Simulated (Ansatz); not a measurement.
PbS (rock salt), map of one atom of the cell

Relaxed PbS (rock salt):

```
PbS
1.0
    0.00000     3.00445     3.00445
    3.00445     0.00000     3.00445
    3.00445     3.00445     0.00000
S Pb
1 1
Direct
  0.00000   0.00000   0.00000
  0.50000   0.50000   0.50000
```

In this cell atom 2 (Pb, nearest neighbour S at 3.004 Å; its periodic images, 4.2 Å or more away, move with it) is moved by u·(1.000, 0.000, 0.000) + v·(0.000, 1.000, 0.000); the rest is frozen.

All values below come from PBE (plane waves to 420 eV, PAW, scalar-relativistic; Ansatz, a first-principles code). k mesh 8×8×8 (Γ-centred), Fermi-Dirac smearing 0.05 eV. The energy includes the smearing's −TS. Fu and Fv are the components of the force on the atom. PbS was relaxed with its symmetry unable to fall. Spin-orbit coupling is left out, though Pb is heavy. ΔE is measured from the undisplaced structure. Axes are in Å.

ΔE (eV/cell), with u across and v down:

```tsv
v \ u	-0.990	-0.660	-0.330	0.000	0.330	0.660	0.990
-0.990	2.946	2.525	2.747	2.920	2.747	2.525	2.946
-0.660	2.525	1.026	0.623	0.559	0.623	1.026	2.525
-0.330	2.747	0.623	0.111	0.043	0.111	0.623	2.747
0.000	2.920	0.559	0.043	0.000	0.043	0.559	2.920
0.330	2.747	0.623	0.111	0.043	0.111	0.623	2.747
0.660	2.525	1.026	0.623	0.559	0.623	1.026	2.525
0.990	2.946	2.525	2.747	2.920	2.747	2.525	2.946
```

Fu (eV/Å), with u across and v down:

```tsv
v \ u	-0.990	-0.660	-0.330	0.000	0.330	0.660	0.990
-0.990	3.20	-0.11	-0.88	0.00	0.88	0.11	-3.20
-0.660	7.83	2.29	0.49	0.00	-0.49	-2.29	-7.83
-0.330	11.44	3.06	0.56	0.00	-0.56	-3.06	-11.44
0.000	12.92	3.27	0.46	0.00	-0.46	-3.27	-12.92
0.330	11.44	3.06	0.56	0.00	-0.56	-3.06	-11.44
0.660	7.83	2.29	0.49	0.00	-0.49	-2.29	-7.83
0.990	3.20	-0.11	-0.88	0.00	0.88	0.11	-3.20
```

Derived quantities:

| Quantity | Result |
|---|---|
| Lowest place on the grid | u = 0.000 Å, v = 0.000 Å (0 meV/cell) |
| Highest place on the grid, met at several equal points | u = -0.990 Å, v = -0.990 Å; u = 0.990 Å, v = -0.990 Å; u = -0.990 Å, v = 0.990 Å; u = 0.990 Å, v = 0.990 Å (2946 meV/cell) |

The 49 points together took about 4 core-minutes (a rough figure).

(A displaced cell: forces are minus the slopes of the energy, force constants its curvatures, and phonons follow from these.)
